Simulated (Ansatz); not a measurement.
# MnSi₃: relaxed-ion elastic tensor

Method: DFT PBE, scalar-relativistic, plane waves, PAW in Ansatz 0.2.0. Cutoff 420 eV, 14×14×6 k-points (Γ-centred), Gaussian smearing of 0.10 eV. No spin polarisation.

Relaxed structure:
```
Mn Si
1.0
     2.74569    0.00000    0.00000
     0.00000    2.74569    0.00000
     0.00000    0.00000    7.46145
Mn Si
1 3
Cartesian
  1.3728 1.3728 3.7307
  0.0000 0.0000 5.0799
  0.0000 0.0000 2.3816
  0.0000 0.0000 0.0000
```

It was reached by relaxing an invented guess, and it needn't be the stable form of this composition. In a metal, frequencies and elastic constants depend on the k mesh and the smearing, soft modes and shear constants most.

Task: Give the relaxed-ion elastic constants (GPa, Voigt order xx yy zz yz xz xy, on the Cartesian axes of the cell above).

Result:
```
249.5  83.2  66.1   0.0   0.0   0.0
 83.2 249.5  66.1   0.0   0.0   0.0
 66.1  66.1 380.9   0.0   0.0   0.0
  0.0   0.0   0.0  77.5   0.0   0.0
  0.0   0.0   0.0   0.0  77.5   0.0
  0.0   0.0   0.0   0.0   0.0  85.9
```

Task: Is the crystal stable against homogeneous strain?

Result: Yes: the least eigenvalue of the tensor is 77.5 GPa.

Task: And the moduli of a polycrystal (Hill averages)?

Result: B = 144 GPa, G = 90 GPa, E = 224 GPa, ν = 0.24.
